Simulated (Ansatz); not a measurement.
# CdBr2: do energies and stresses tell the same story?

These are results of DFT PBEsol, scalar-relativistic, plane waves, PAW (Ansatz 0.2.0), not measurements.

Cutoff 420 eV; k points 6×6×2 on the computed 6-atom cell (Γ-centred); Gaussian smearing, width 0.02 eV; no spin polarisation.

Relaxed cell: P6_3mc, a = 3.968 Å, b = 3.968 Å, c = 13.099 Å, α = 90.00°, β = 90.00°, γ = 120.00°, 6 atoms in the primitive cell. Whether it is the stable form of this composition wasn't checked.

Energies at zero smearing and pressures from the stress tensor, at volumes with shape and atoms relaxed:
| V (Å³/atom) | E − E(first) (meV/atom) | P (GPa) |
| --- | --- | --- |
| 27.985 | 0.00 | 0.706 |
| 28.878 | -2.56 | 0.291 |
| 29.772 | -3.23 | 0.013 |
| 30.665 | -2.87 | -0.190 |
| 31.558 | -2.19 | -0.147 |

Problem. Check P = −dE/dV between neighbouring volumes, and get the bulk modulus from the pressures alone.

Solution. With 1 eV/Å³ = 160.2 GPa:
```json
{"middle V (Å³/atom)": "28.432", "−ΔE/ΔV (GPa)": "0.459", "mean P (GPa)": "0.499"}
{"middle V (Å³/atom)": "29.325", "−ΔE/ΔV (GPa)": "0.121", "mean P (GPa)": "0.152"}
{"middle V (Å³/atom)": "30.218", "−ΔE/ΔV (GPa)": "-0.065", "mean P (GPa)": "-0.088"}
{"middle V (Å³/atom)": "31.111", "−ΔE/ΔV (GPa)": "-0.123", "mean P (GPa)": "-0.168"}
```

The two differ by 0.046 GPa at most. The mean of two end pressures misses the average over a step by about ΔV² P″/12, up to 0.034 GPa here; with that taken off 0.079 GPa remains, from the finite cutoff, the mesh or the relaxation's tolerance. Around V = 29.772 Å³/atom, the two neighbours give B = −V ΔP/ΔV = 29.772 × 0.481 / 1.786 = 8.0 GPa, against B0 = 5.8 GPa from the Birch–Murnaghan fit of the energies, which describes these points poorly (B0' = 25.0).

The cell holds layers, and where no dispersion correction was added their binding is poorly described.